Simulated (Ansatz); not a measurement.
CdS:
```
CdS
1.0
    0.00000     2.96331     2.96331
    2.96331     0.00000     2.96331
    2.96331     2.96331     0.00000
S Cd
1 1
Cartesian
  4.44497   4.44497   4.44497
  0.00000   0.00000   0.00000
```

Relaxed with PBE. Special points in fractions of this cell's reciprocal vectors: Γ (0.000, 0.000, 0.000); X (0.500, 0.000, 0.500); U (0.625, 0.250, 0.625); K (0.375, 0.375, 0.750); L (0.500, 0.500, 0.500); W (0.500, 0.250, 0.750).

Task: List the band energies nearest the valence-band maximum at these points for PBE in the plane-wave PAW code Ansatz.

Result: In eV from the valence-band maximum; about four levels below and three above (degenerate sets whole), none deeper than 8.9 eV; … stands for higher levels left out; points with the same levels are listed once.

| k | below | above |
|---|---|---|
| Γ | -7.14 -7.14 0.00 0.00 0.00 | 1.04 … |
| X | -6.74 -3.74 -1.72 -1.72 | 3.63 4.29 9.00 |
| U | -6.63 -3.71 -2.32 -1.39 | 4.23 5.33 8.37 |
| L | -6.81 -4.11 -0.68 -0.68 | 2.94 6.99 6.99 |
| W | -6.59 -3.67 -2.06 -2.02 | 5.22 5.44 7.13 |

Space group F-43m (zinc blende). The PBE relaxation kept the symmetry of its start; phonons on a q-mesh show no instability. Scalar-relativistic: spin–orbit coupling is off unless named, which matters more the heavier the elements.

Potentials: the later of the program's two PAW sets.
